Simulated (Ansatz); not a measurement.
The cell below belongs to a search over invented structures; it isn't taken from experiment.

Input and command of a plane-wave DFT calculation in Ansatz:

```yaml
crystal:
  lattice:
    - [5.4318641, 0.0, 0.0]
    - [0.0, 5.4318641, 0.0]
    - [0.0, 0.0, 4.55755601]
  atoms:
    - { symbol: Ge, position: [0.5, 0.5, 0.0] }
    - { symbol: Ge, position: [0.0, 0.0, 0.0] }
    - { symbol: Ru, position: [0.5, 0.5, 0.5] }
    - { symbol: W, position: [0.67791045, 0.0, 0.0] }
    - { symbol: W, position: [0.32208955, 0.0, 0.0] }
    - { symbol: W, position: [0.0, 0.67791045, 0.0] }
    - { symbol: W, position: [0.0, 0.32208955, 0.0] }
basis:
  ecutwfc: 420
kpoints:
  mp_grid: { grid: [3, 3, 4] }
hamiltonian:
  xc: pbe
scf:
  occupations: { method: gaussian, width: 0.2 }
  lower_state_search: "off"
output:
  forces: true
  stress: true
  eigenvalues: true
relax:
  adjacent_minimum: "off"
  f_tol: 0.08
  max_steps: 16
  cell: { stress_tol: 0.8 }
```

```bash
ansatz run input.yaml --threads 1 --pin off --max-ram 2560MiB --backend cpu --events-out ev --progress --plain --runs-dir out
```

Processor: Intel(R) Xeon(R) Processor @ 2.70GHz, 1 thread, on a host shared with other jobs.

Problem. How long does it run, and how much memory does it take?

Solution. About 91 s, peak memory 0.54 GiB. It solves 60 bands at 9 k points (after reduction by symmetry) with about 4203 plane waves (on the last cell), in 85 SCF iterations over 13 ionic steps.
